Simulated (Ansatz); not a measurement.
## Gd3InC: relaxed-ion elastic tensor

Computed with DFT PBE, scalar-relativistic, plane waves, PAW in Ansatz. Settings: 420 eV plane-wave cutoff, Γ-centred 8×8×8 mesh, Gaussian smearing of 0.20 eV. Collinear spin, site moments 6.9, 6.9, 6.9, 0.0, -0.1 μB.

Equilibrium structure at this level:
```
Gd In C
1.0
     4.97909    0.00000    0.00000
     0.00000    4.97909    0.00000
     0.00000    0.00000    4.97909
Gd In C
3 1 1
Cartesian
  0.0000 2.4895 2.4895
  2.4895 2.4895 0.0000
  2.4895 0.0000 2.4895
  0.0000 0.0000 0.0000
  2.4895 2.4895 2.4895
```

The cell was found from a structure generator's guess, not taken from experiment. In a metal, frequencies and elastic constants depend on the k mesh and the smearing, soft modes and shear constants most. The open f shell has no Hubbard U here.

(1) Give the relaxed-ion elastic constants (GPa, Voigt order xx yy zz yz xz xy, on the Cartesian axes of the cell above).

(2) Is the crystal stable against homogeneous strain?

(3) And the moduli of a polycrystal (Hill averages)?

Results:

(1)
C11 = 141.2, C12 = 34.0, C13 = 34.0, C22 = 141.2, C23 = 34.0, C33 = 141.2, C44 = 51.2, C55 = 51.2, C66 = 51.2 GPa; the others vanish.

(2) Yes: the least eigenvalue of the tensor is 51.2 GPa.

(3) B = 70 GPa, G = 52 GPa, E = 125 GPa, ν = 0.20.
